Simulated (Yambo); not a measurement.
Yambo run on SrTiO3 (space group I4/mcm, No. 140). The wavefunctions come from this Quantum ESPRESSO step (PBEsol, PseudoDojo standard norm-conserving files, scalar-relativistic):

```
&CONTROL
  calculation = 'nscf'
  pseudo_dir = './pseudo'
  outdir = './out'
/
&SYSTEM
  ibrav = 0
  nat = 10
  ntyp = 3
  ecutwfc = 84.0
  ecutrho = 336.0
  occupations = 'fixed'
  force_symmorphic = .true.
  nbnd = 149
/
&ELECTRONS
  conv_thr = 1e-08
  diago_full_acc = .true.
  diago_thr_init = 1e-08
/
ATOMIC_SPECIES
O 15.9990 O.upf
Ti 47.8670 Ti.upf
Sr 87.6200 Sr.upf
CELL_PARAMETERS angstrom
 -2.761165000000   2.761165000000   3.922630000000
  2.761165000000  -2.761165000000   3.922630000000
  2.761165000000   2.761165000000  -3.922630000000
ATOMIC_POSITIONS crystal
O   0.770960000000   0.270960000000   0.041920000000
O   0.229040000000   0.729040000000   0.958080000000
O   0.270960000000   0.229040000000   0.500000000000
O   0.729040000000   0.770960000000   0.500000000000
O   0.750000000000   0.750000000000   0.000000000000
O   0.250000000000   0.250000000000   0.000000000000
Ti   0.000000000000   0.000000000000   0.000000000000
Ti   0.500000000000   0.500000000000   0.000000000000
Sr   0.750000000000   0.250000000000   0.500000000000
Sr   0.250000000000   0.750000000000   0.500000000000
K_POINTS automatic
4 4 4 0 0 0
```

Yambo input:

```
rim_cut
gw0
dyson
el_el_corr
HF_and_locXC
ppa
em1d
RandQpts= 1000000
RandGvec= 1 Ry
EXXRLvcs= 84 Ry
VXCRLvcs= 336 Ry
Chimod= "HARTREE"
% BndsRnXp
 3 | 148 |
%
NGsBlkXp= 6 Ry
% LongDrXp
 1.0 | 1.0 | 1.0 |
%
PPAPntXp= 27.2114 eV
% GbndRnge
 1 | 148 |
%
GTermKind= "BG"
DysSolver= "n"
ExtendOut
% QPkrange
 1 | 1 | 40 | 41 |
 3 | 3 | 40 | 41 |
 6 | 6 | 40 | 41 |
 8 | 8 | 40 | 41 |
 13 | 13 | 40 | 41 |
%
```

k points by index: 1 = Γ, 3 = X, 6 = N, 8 = P, 13 = Z.

The o-*.qp file then holds:

```
#    K-point    Band    Eo [eV]    E [eV]    E-Eo [eV]    Vxc [eV]    Vnlxc [eV]    Sc|Eo [eV]    Sc|E [eV]    dSc/dw|Eo [eV]    Re(Z)    Im(Z)
#
    1    40    0.000000    -0.261188    -0.261188    -19.83671    -24.92203    4.746209    4.824138    -8.114531    0.770292    -0.001453
    1    41    1.931744    3.294202    1.362458    -18.86745    -11.65093    -5.471018    -5.854062    -7.649309    0.780572    -0.001519
    3    40    -0.044553    -0.322838    -0.278285    -19.73822    -24.90409    4.804575    4.887589    -8.113182    0.770322    -0.001460
    3    41    2.072766    3.483264    1.410497    -19.32487    -11.78507    -5.722006    -6.129299    -7.856505    0.775960    -0.001583
    6    40    -0.577081    -0.911227    -0.334147    -19.26851    -24.51852    4.815359    4.915854    -8.180260    0.768862    -0.001510
    6    41    3.397150    4.834776    1.437627    -20.38065    -12.42308    -6.056801    -6.519941    -8.764709    0.756368    -0.002058
    8    40    -0.594756    -0.933013    -0.338257    -19.06764    -24.22125    4.714097    4.815358    -8.142099    0.769691    -0.001644
    8    41    3.028728    4.447275    1.418547    -20.41292    -12.90010    -5.647351    -6.094270    -8.570271    0.760469    -0.003442
    13    40    -0.063688    -0.334288    -0.270599    -19.72330    -24.89407    4.819572    4.900173    -8.101221    0.770583    -0.001404
    13    41    2.102061    3.483705    1.381644    -19.37742    -11.82618    -5.768536    -6.169601    -7.897866    0.775045    -0.001617
```
(The two width columns are left out.) Convergence of these settings isn't established.

Geometry of the Materials Project entry, not relaxed at this level.

This is not the ordinary phase of the substance.
